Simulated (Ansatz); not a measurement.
## Ionic part of the dielectric constant of Cs2MnGaC6N6, mode by mode

Computed with DFT PBE, scalar-relativistic, plane waves, PAW in Ansatz. Settings: 420 eV plane-wave cutoff, Γ-centred 4×4×4 mesh, fixed occupations. No spin polarisation. Phonons by linear response, acoustic sum rule imposed.

Space group Fm-3m (No. 225), cubic, a = 10.260 Å. Cs has 12 N at 3.66 Å and 12 C at 3.69 Å; Mn has 6 C at 1.90 Å; Ga has 6 N at 2.04 Å; C has 1 N at 1.19 Å, 1 Mn at 1.90 Å, 4 C at 2.69 Å, 1 Ga at 3.23 Å, 4 N at 3.63 Å, 4 Cs at 3.69 Å, 1 C at 3.80 Å and 4 N at 3.82 Å; N is surrounded by 1 C at 1.19 Å, 1 Ga at 2.04 Å, 4 N at 2.89 Å, 1 Mn at 3.09 Å, 4 C at 3.63 Å, 4 Cs at 3.66 Å and 4 C at 3.82 Å.

The structure comes from a generated guess, relaxed at this level; another structure or a mixture of phases may lie lower. Spin–orbit coupling is left out, which matters for heavy elements.

The primitive cell has V = 270.04 Å³ and ε∞,xx = 3.625. Each polar mode adds Δε = (4.92064×10⁷/V)·S/ν² along x, with S its oscillator strength in e²/amu, ν in cm⁻¹ and V in Å³.

**Question.** From these modes, find each Δε and ε0,xx.
```csv
ν (cm⁻¹),S_xx (e²/amu)
48.28,0.05682
203.33,0.6035
264.10,0.09122
505.27,0.07711
632.95,0.2414
1972.86,4.545
```

**Answer.**
| ν (cm⁻¹) | Δε |
| --- | --- |
| 48.28 | 4.44 |
| 203.33 | 2.66 |
| 264.10 | 0.24 |
| 505.27 | 0.06 |
| 632.95 | 0.11 |
| 1972.86 | 0.21 |

The sum is 7.72, so ε0,xx = 11.35; the run's tensor has 11.34.

**Question.** Where do the longitudinal modes lie for a wave vector along x?

**Answer.** At 61.42, 246.29, 287.67, 509.19, 643.07, 2030.70 cm⁻¹. The Lyddane–Sachs–Teller product Π(ν_LO/ν_TO)² = 3.13 agrees with ε0/ε∞ = 3.13.
